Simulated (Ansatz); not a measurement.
**Moving the pressure in C**

The cell as given:

```cif
data_structure
_symmetry_space_group_name_H-M 'Fd-3m:1'
_symmetry_Int_Tables_number 227
_cell_length_a 3.5667
_cell_length_b 3.5667
_cell_length_c 3.5667
_cell_angle_alpha 90.000
_cell_angle_beta 90.000
_cell_angle_gamma 90.000
_cell_volume 45.37
loop_
_atom_site_label
_atom_site_type_symbol
_atom_site_symmetry_multiplicity
_atom_site_Wyckoff_symbol
_atom_site_fract_x
_atom_site_fract_y
_atom_site_fract_z
_atom_site_occupancy
C1 C 8 a 0.25000 0.25000 0.25000 1
```

Kept alike: task relaxation of cell and atoms; functional PBEsol; k mesh 13 × 13 × 13; occupations fermi-dirac, width 0.05 eV; no spin polarisation. Program: Ansatz, Ansatz PAW, cutoff 420 eV. The mesh is that of the run's cell of 2 atoms. No spin-orbit coupling.

```csv
"pressure, P (GPa)",volume (Å³/atom)
0,5.610
2,5.586
5,?
10,5.492
20,5.384
30,5.285
```

The relaxations keep at least the cell's symmetry (Fd-3m). The runs follow the start's structure, whether or not it is the stable one at these pressures. Ansatz's relaxations hold a Pulay term in the stress (up to 1.0 GPa here). All rows use potentials made for PBE.

Question: Fit the rows shown and predict the run at 5 GPa.

Answer: Murnaghan's form V = V0 (1 + B′P/B0)^(-1/B′) through the rows shown has V0 = 5.6102, B0 = 452.6 GPa and B′ = 3.43 (largest miss 0.0004); at P = 5 it gives 5.550 Å³/atom. The run gave: volume 5.550 Å³/atom.
